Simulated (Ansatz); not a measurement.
**Ansatz run, Ni2BiS2**

Input file of Ansatz 0.2.0:

```yaml
crystal:
  lattice:
    - [0.0, 3.89638, 0.0]
    - [3.89638, 0.0, 0.0]
    - [1.94819, 1.94819, -6.560756]
  atoms:
    - { symbol: Ni, position: [0.75, 0.25, 0.5] }
    - { symbol: Ni, position: [0.25, 0.75, 0.5] }
    - { symbol: S, position: [0.36, 0.36, 0.28] }
    - { symbol: S, position: [0.64, 0.64, 0.72] }
    - { symbol: Bi, position: [0.0, 0.0, 0.0] }
  symmetry: { tolerance: 0.0003 }
kpoints:
  mp_grid: { grid: [9, 9, 9], shift: [0, 0, 0] }
  band_path:
    path:
      - [0.0, 0.0, 0.0]
      - [0.5, 0.5, 0.5]
      - [0.5, 0.5, 0.25]
      - [0.0, 0.5, 0.0]
      - [0.0, 0.0, 0.0]
      - [0.0, 0.0, -0.5]
      - [0.0, 0.45591155, -0.27204423]
      - [0.0, 0.54408845, 0.27204423]
      - [0.0, 0.0, 0.0]
      - [0.5, 0.5, 0.5]
      - [0.45591155, 0.54408845, 0.5]
    npoints: 6
magnetization:
  spin_polarized: false
scf:
  occupations: { method: fermi_dirac }
  lower_state_search: "off"
  max_iter: 200
hamiltonian:
  pseudopotentials: { kind: paw }
  xc: r2scan
basis:
  ecutwfc: 500
  fft_grid_basis: typed
output:
  forces: true
  stress: true
  eigenvalues: true
  bader: true
  populations: true
  elf: true
  write_potential: true
  volumetric_format: npy
  dos:
    e_range: [-12, 8]
    de: 0.05
    projected: { site_lists: { Bi: [Bi], Ni: [Ni], S: [S] } }
checkpoint:
  read: saved_state
```

The run starts from an earlier solution of this cell. 

Parts of the output:

```
Pseudopotentials: kind: paw
Pseudopotential: Ni, paw, valence charge 18, recommended cutoff 500 eV (meta_gga), Ni.paw.azcp
Pseudopotential: S, paw, valence charge 6, recommended cutoff 500 eV (meta_gga), S.paw.azcp
Pseudopotential: Bi, paw, valence charge 15, recommended cutoff 500 eV (meta_gga), Bi.paw.azcp
Functional definition: r2SCAN
  exchange = r2scan_x(k0 = k0, k1 = k1, a1 = a1)
  correlation = r2scan_c
Crystal: 5 atoms, lattice volume = 99.604 Å³
Basis set: ecut = 500 eV, 2495 PW (Γ), exchange–correlation on 120×120×216 points (64 copies of the dense FFT grid, shifted against one another)
Bands: 38, of which v1, the nominal top of the filled ones, is band 32 counted from 1 (31 counted from 0)
Symmetry: 16 space group operations
Space group: I4/mmm (ITA 139), of the structure as read, at distance tolerance 1.4e-3 Å
k-points: 75 of 729
Initial density: read from a saved state, or passed on in memory by an earlier SCF of this step, an earlier step, the calling program or the single point that the run made first
Functional: x = r2scan, c = r2scan; τ floored in thin density (d = 2e-4 eV/Å³)
Free energy (F): -25912.9005 eV
Harris-Foulkes:  -25912.9005 eV  (|F-HF|=1.65e-8)
Internal energy: -25912.7128 eV  (E = F + TS)
E sigma→0 (E₀):  -25912.8067 eV
Entropy (-TS):   -0.1878 eV (-37.551 meV/atom)
Fermi energy:    10.0709 eV
--- Per-component energies (eV) ---
  E_band       = -976.4166
  E_kinetic    = 1069.1871
  E_local      = -12437.7250  (includes V_loc(G=0)·N_el)
  E_nonlocal   = 1920.2600
  E_hartree    = 5230.6134
  E_xc         = -473.7639
  E_vxc        = -566.6901  (∫ρ·V_xc dr)
  E_paw        = -15212.4919  (= ΣΔE_a)
  E_vpaw       = -1458.4082  (= ΣTr[D̂ρ^β])
  E_aug_tail   = 0.0002  (compensation charges beyond the density's cutoff)
  E_vtau       = 35.7258  (kinetic-family band-sum trace: ∫τ·v_τ [+ j·A + Jᵃ·Aᵃ] dr)
  E_ewald      = -6008.8486
  E_core_change = 0.0559  (= ΣΔE_core)
  E_smearing   = -0.1878  (= −TS)
--- Forces (eV/Å), atoms counted from 1 ---
  atom   1  Ni     0.0000     0.0000     0.0000
  atom   2  Ni     0.0000     0.0000     0.0000
  atom   3  S      0.0000     0.0000    -1.4874
  atom   4  S      0.0000     0.0000     1.4874
  atom   5  Bi     0.0000     0.0000     0.0000
--- Stress (GPa, compression-positive) ---
      -14.1519       0.0000       0.0000
        0.0000     -14.1519       0.0000
        0.0000       0.0000     -10.6258
  P = ⅓ Tr σ = -12.9765 GPa (-129.765 kbar)
--- Löwdin populations: 5 sites ---
  site symbol       q [e]
     0     Ni     17.4664
     1     Ni     17.4664
     2      S      6.4896
     3      S      6.4896
     4     Bi     14.5558
  spilling = 0.0084 (of n_electrons = 63.0000)
--- Bader charges: 5 sites ---
  site symbol  charge [e]  shift [e]
     0     Ni      0.4506     0.0031
     1     Ni      0.4506     0.0031
     2      S     -0.8365     0.0031
     3      S     -0.8365     0.0031
     4     Bi      0.7720     0.0000
```

Origin: a known structure type with other elements, at an estimated volume, so it need not be a known compound. Caveats: no spin polarisation, so a magnetic state may lie lower.
